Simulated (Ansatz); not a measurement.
This run works on a generated trial structure, not on a known crystal.

Input and command of a plane-wave DFT calculation in Ansatz:

```yaml
crystal:
  lattice:
    - [2.86672704, 1.65510563, 4.26399012]
    - [-2.86672704, 1.65510563, 4.26399012]
    - [0.0, -3.31021126, 4.26399012]
  atoms:
    - { symbol: "Y", position: [0.23470018, 0.23470018, 0.23470018] }
    - { symbol: "Y", position: [0.76529982, 0.76529982, 0.76529982] }
    - { symbol: Cd, position: [0.5, 0.5, 0.5] }
    - { symbol: O, position: [0.0, 0.0, 0.0] }
    - { symbol: O, position: [0.5, 0.5, 0.0] }
    - { symbol: O, position: [0.0, 0.5, 0.5] }
    - { symbol: O, position: [0.5, 0.0, 0.5] }
basis:
  ecutwfc: 420
kpoints:
  mp_grid: { grid: [3, 3, 3] }
hamiltonian:
  xc: pbe
scf:
  occupations: { method: gaussian, width: 0.15 }
  lower_state_search: "off"
output:
  forces: true
  stress: true
  eigenvalues: true
relax:
  adjacent_minimum: "off"
  f_tol: 0.08
  max_steps: 16
  cell: { stress_tol: 0.8 }
```

```bash
ansatz run input.yaml --threads 1 --pin off --max-ram 2560MiB --backend cpu --events-out ev --progress --plain --runs-dir out
```

Processor: Intel(R) Xeon(R) Processor @ 2.50GHz (Skylake/Cascade Lake), 1 thread, on a host shared with other jobs.

Q: How long does it run, and how much memory does it take?

A: About 96 s, peak memory 0.42 GiB. It solves 40 bands at 6 k points (after reduction by symmetry) with about 2285 plane waves (on the last cell), in 77 SCF iterations over 11 ionic steps.
